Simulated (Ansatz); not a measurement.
YbPd$_{2}$:
```cif
data_Pd2Yb
_chemical_formula_sum 'Yb1 Pd2'
_space_group_name_H-M_alt 'P 1'
_space_group_IT_number 1
_cell_length_a 5.19524
_cell_length_b 5.19524
_cell_length_c 5.19524
_cell_angle_alpha 136.320
_cell_angle_beta 136.320
_cell_angle_gamma 63.486
loop_
_space_group_symop_operation_xyz
  'x, y, z'
loop_
_atom_site_label
_atom_site_type_symbol
_atom_site_fract_x
_atom_site_fract_y
_atom_site_fract_z
_atom_site_occupancy
Yb1 Yb 0.00000 0.00000 0.00000 1
Pd1 Pd 0.75000 0.25000 0.50000 1
Pd2 Pd 0.25000 0.75000 0.50000 1
```
The run is spin-polarised; directions of the spins, atom by atom: 0 0 0.

Relaxed with PBE.

Task: Which orbitals make up the states near the Fermi level in the program Ansatz at the PBE level (PAW)?

Result: Within 0.5 eV of the Fermi level: Yb 4f 88 %, Pd 4d 6 %. Projections are on Löwdin-orthogonalised atomic valence shells; empty p or d shells of many metals are not among them.

Task: Tabulate the density of states.

Result: States/eV per cell of 3 atoms, in 0.25 eV bins, energy from the Fermi level.

| E (eV) | total | Pd 4d | Yb 4f | Yb 5d |
|---|---|---|---|---|
| -5.85 | 0.00 | 0.00 | 0.00 | 0.00 |
| -5.60 | 0.06 | 0.00 | 0.00 | 0.00 |
| -5.35 | 0.19 | 0.01 | 0.00 | 0.01 |
| -5.10 | 0.27 | 0.02 | 0.00 | 0.03 |
| -4.85 | 0.37 | 0.05 | 0.00 | 0.06 |
| -4.60 | 0.52 | 0.11 | 0.00 | 0.11 |
| -4.35 | 0.81 | 0.30 | 0.00 | 0.18 |
| -4.10 | 1.70 | 1.08 | 0.00 | 0.29 |
| -3.85 | 4.21 | 3.39 | 0.01 | 0.43 |
| -3.60 | 6.41 | 5.32 | 0.03 | 0.58 |
| -3.35 | 6.92 | 5.90 | 0.04 | 0.56 |
| -3.10 | 8.67 | 7.66 | 0.07 | 0.57 |
| -2.85 | 7.16 | 6.32 | 0.07 | 0.45 |
| -2.60 | 6.36 | 5.48 | 0.06 | 0.61 |
| -2.35 | 8.56 | 7.45 | 0.12 | 0.76 |
| -2.10 | 7.48 | 6.46 | 0.18 | 0.58 |
| -1.85 | 6.94 | 5.85 | 0.21 | 0.56 |
| -1.60 | 4.87 | 4.38 | 0.16 | 0.21 |
| -1.35 | 6.47 | 5.81 | 0.31 | 0.21 |
| -1.10 | 4.52 | 3.69 | 0.22 | 0.37 |
| -0.85 | 2.62 | 1.78 | 0.28 | 0.32 |
| -0.60 | 3.44 | 1.40 | 1.31 | 0.41 |
| -0.35 | 30.78 | 1.41 | 28.64 | 0.42 |
| -0.10 | 25.63 | 1.17 | 23.71 | 0.43 |
| 0.15 | 1.69 | 0.52 | 0.33 | 0.50 |
| 0.40 | 1.43 | 0.44 | 0.09 | 0.56 |
| 0.65 | 1.34 | 0.19 | 0.05 | 0.71 |
| 0.90 | 1.29 | 0.16 | 0.02 | 0.74 |
| 1.15 | 1.29 | 0.14 | 0.02 | 0.76 |
| 1.40 | 1.50 | 0.13 | 0.01 | 0.92 |
| 1.65 | 1.75 | 0.11 | 0.01 | 1.19 |
| 1.90 | 1.51 | 0.10 | 0.01 | 1.05 |
| 2.15 | 1.14 | 0.09 | 0.00 | 0.75 |
| 2.40 | 0.94 | 0.09 | 0.00 | 0.57 |
| 2.65 | 1.21 | 0.16 | 0.00 | 0.79 |
| 2.90 | 1.50 | 0.24 | 0.00 | 1.05 |
| 3.15 | 2.71 | 0.30 | 0.01 | 1.70 |
| 3.40 | 2.95 | 0.23 | 0.01 | 1.50 |
| 3.65 | 2.55 | 0.18 | 0.00 | 1.45 |
| 3.90 | 2.51 | 0.17 | 0.00 | 1.45 |
| 4.15 | 2.80 | 0.18 | 0.00 | 1.67 |
| 4.40 | 3.83 | 0.22 | 0.00 | 2.37 |
| 4.65 | 3.17 | 0.22 | 0.00 | 1.93 |

Space group I4/mmm. The workflow started from an entry of the Crystallography Open Database (COD). Its standing as an ambient phase is unchecked. Symmetry was held in the PBE relaxation; its stability against distortions is not shown here. Magnetic state: ferromagnetic, the only order run, not a proven ground state. The volume moved by -19 % from the start of the relaxation. The volume fell by over 15 % from the filed cell, which may lack light atoms or belong to other conditions. The 4f shell is in the valence, and the state reached may lie above the lowest one. No Hubbard U is applied. Scalar-relativistic: spin–orbit coupling is off unless named, which matters more the heavier the elements.

Potentials: the later of the program's two PAW sets.
